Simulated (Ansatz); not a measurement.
What DFT gives for LiMn2Sn2

```
Sn Mn Li
1.0
     0.00000    4.16481    0.00000
     4.16481    0.00000    0.00000
     2.08241    2.08241   -5.11628
Sn Mn Li
2 2 1
Direct
  0.38800 0.38800 0.22400
  0.61200 0.61200 0.77600
  0.75000 0.25000 0.50000
  0.25000 0.75000 0.50000
  0.00000 0.00000 0.00000
```

Single point in Ansatz 0.2.0 with PBE, spin-orbit coupling. Cutoff 420 eV, PAW datasets, 5×5×5 Γ-centred k mesh, fermi-dirac filling (width 0.1 eV).

Magnetic state (reached from a saved solution, and it need not be the lowest): Mn3 along (0.52, 0.52, 0.68), Mn4 along (-0.56, -0.56, 0.62).

**Moments.** Mn3 2.98, Mn4 2.98 μB of spin moment in Bader basins; net size 3.59 μB a cell.
**Electronic structure.** It is a metal, with about 3.1 states/eV a cell as the mean within 0.25 eV of the Fermi level, mostly Mn d (70 %) and Sn p (20 %).
**Stress.** The pressure is 21.2 GPa (compression positive), so with the atoms held at these fractions the cell would first expand; the forces are large, so a full relaxation may end otherwise. The principal stresses 9.0, 9.0, 45.7 GPa differ, so its shape would change too.
**Forces.** The largest is on Sn1 (and as large on other atoms): 5.47 eV/Å, components (0.00, 0.00, -5.47). It makes 180° with the line to a nearest neighbour, Sn2 at 2.29 Å, pointing away from it.
**Charges.** Bader charges in e: Li +0.87, Mn +0.15, Sn -0.58. In the mean Li gives up most and Sn takes most.

Origin: a known structure type with other elements, at an estimated volume, so it need not be a known compound. Caveats: the k mesh is coarse if the cell is a metal; atoms or cell far from equilibrium; the SCF threshold is loose for a stress.
